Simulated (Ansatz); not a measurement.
A geometry of Cs away from equilibrium: step 2 of the relaxation of a generated trial cell of Cs in the AFLOW prototype A_hR12_166_2h (as in B). Method: PBE (plane waves to 420 eV, PAW, scalar-relativistic; Ansatz, an electronic-structure program). Γ-centred k-mesh 3×3×3 on the run's cell (coarser than for final values), Fermi–Dirac smearing 0.05 eV. The plane waves were selected for a different cell earlier on the path.

```yaml
crystal:
  lattice:
    - [6.15230, 3.55203, 10.58593]
    - [-6.15230, 3.55203, 10.58593]
    - [0.00000, -7.10406, 10.58593]
  atoms:
    - { symbol: Cs, position: [0.01361, 0.65213, 0.01361] }
    - { symbol: Cs, position: [0.01361, 0.01361, 0.65213] }
    - { symbol: Cs, position: [0.65213, 0.01361, 0.01361] }
    - { symbol: Cs, position: [0.98639, 0.34787, 0.98639] }
    - { symbol: Cs, position: [0.98639, 0.98639, 0.34787] }
    - { symbol: Cs, position: [0.34787, 0.98639, 0.98639] }
    - { symbol: Cs, position: [0.22450, 0.62613, 0.22450] }
    - { symbol: Cs, position: [0.22450, 0.22450, 0.62613] }
    - { symbol: Cs, position: [0.62613, 0.22450, 0.22450] }
    - { symbol: Cs, position: [0.77550, 0.37387, 0.77550] }
    - { symbol: Cs, position: [0.77550, 0.77550, 0.37387] }
    - { symbol: Cs, position: [0.37387, 0.77550, 0.77550] }
```

### Question
What forces act on the atoms (eV/Å)?

### Answer
```json
[
 {"atom": "Cs1", "Fx": "0.22", "Fy": "-0.13", "Fz": "-0.13"},
 {"atom": "Cs2", "Fx": "0.00", "Fy": "0.25", "Fz": "-0.13"},
 {"atom": "Cs3", "Fx": "-0.22", "Fy": "-0.13", "Fz": "-0.13"},
 {"atom": "Cs4", "Fx": "-0.22", "Fy": "0.13", "Fz": "0.13"},
 {"atom": "Cs5", "Fx": "0.00", "Fy": "-0.25", "Fz": "0.13"},
 {"atom": "Cs6", "Fx": "0.22", "Fy": "0.13", "Fz": "0.13"},
 {"atom": "Cs7", "Fx": "0.29", "Fy": "-0.17", "Fz": "0.08"},
 {"atom": "Cs8", "Fx": "0.00", "Fy": "0.34", "Fz": "0.08"},
 {"atom": "Cs9", "Fx": "-0.29", "Fy": "-0.17", "Fz": "0.08"},
 {"atom": "Cs10", "Fx": "-0.29", "Fy": "0.17", "Fz": "-0.08"},
 {"atom": "Cs11", "Fx": "0.00", "Fy": "-0.34", "Fz": "-0.08"},
 {"atom": "Cs12", "Fx": "0.29", "Fy": "0.17", "Fz": "-0.08"}
]
```

The path ends in R-3m (No. 166). No spin polarisation in the result.

The run could not lose the symmetry of its start: the end is stationary, and may be a saddle point rather than a minimum.

The end of the path is a generated cell of Cs: the first start was made by placing the elements on the sites of a structure type, and the end was not matched to a known phase here, so it may be hypothetical. Known forms of Cs include space group No. 229.
